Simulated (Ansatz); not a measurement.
Total density of states per atom from DFT-LDA in the program Ansatz with PAW potentials, in 0.25 eV bins, energy from the valence-band maximum:

```
E (eV) | states/eV/atom
    -7.85 |  0.00
    -7.60 |  0.00
    -7.35 |  0.00
    -7.10 |  0.00
    -6.85 | ## 0.09
    -6.60 | ####### 0.30
    -6.35 | ################# 0.69
    -6.10 | ################ 0.65
    -5.85 | ############## 0.58
    -5.60 | ###################### 0.94
    -5.35 | ################# 0.71
    -5.10 | ############ 0.50
    -4.85 | ################## 0.75
    -4.60 | ############ 0.51
    -4.35 | ###################### 0.94
    -4.10 | ###################### 0.92
    -3.85 | ####################### 0.96
    -3.60 | ################ 0.66
    -3.35 | #################### 0.82
    -3.10 | ################### 0.79
    -2.85 | #################### 0.86
    -2.60 | ################### 0.79
    -2.35 | #################### 0.86
    -2.10 | ###################### 0.94
    -1.85 | #################### 0.84
    -1.60 | ######################## 1.01
    -1.35 | #################### 0.84
    -1.10 | ########### 0.46
    -0.85 | ############ 0.52
    -0.60 | ############# 0.55
    -0.35 | #### 0.15
    -0.10 | # 0.02
     0.15 |  0.00
     0.40 |  0.00
     0.65 |  0.01
     0.90 | ##### 0.23
     1.15 | ############### 0.61
     1.40 | ################## 0.76
     1.65 | ############################## 1.26
     1.90 | ########################## 1.09
     2.15 | ####################### 0.96
     2.40 | ############################## 1.25
     2.65 | ###################### 0.92
     2.90 | ################## 0.77
     3.15 | ############ 0.52
     3.40 | ################ 0.68
     3.65 | ########### 0.45
     3.90 | ############ 0.49
     4.15 | ########## 0.40
     4.40 | ###### 0.24
     4.65 | # 0.03
     4.90 |  0.00
     5.15 | # 0.03
     5.40 | ### 0.11
```

Q: Which of these materials gives this?
(A) BeS, Pnma (Be on 4c, S on 4c)
(B) Pb4Se3S, P4/mmm (Pearson symbol tP8)
(C) MoSeS, P-6m2 (Mo on 1c, Mo on 1f, Se on 2h, S on 2i)
(D) TaS2, R-3m (Ta on 3a, S on 6c)

A: C, MoSeS, P-6m2 (Mo on 1c, Mo on 1f, Se on 2h, S on 2i). Top 1 eV of the valence band: Mo 4d 50 %, Se 4p 39 %, S 3p 6 %. Bottom 1 eV of the conduction band: Mo 4d 65 %, S 3p 21 %, Se 4p 8 %. Projections are on Löwdin-orthogonalised atomic valence shells; empty p or d shells of many metals are not among them.

The first step of the workflow began from a Materials Project structure, measured or hypothetical; the Crystallography Open Database copy checked does not list it. With Se and S taken as one species the cell has the higher symmetry P6_3/mmc, so it may be an ordered model of a mixed-site phase. Whether it is the stable phase at ambient conditions was not checked. Symmetry was held in the LDA relaxation; whether a distortion lowers the energy is not shown. The run is not spin-polarised. A crystal of weakly bound layers computed without a dispersion correction: the cell and the soft elastic constants depend strongly on that. Spin–orbit coupling is left out wherever it is not named.

Potentials: the later of the program's two PAW sets.
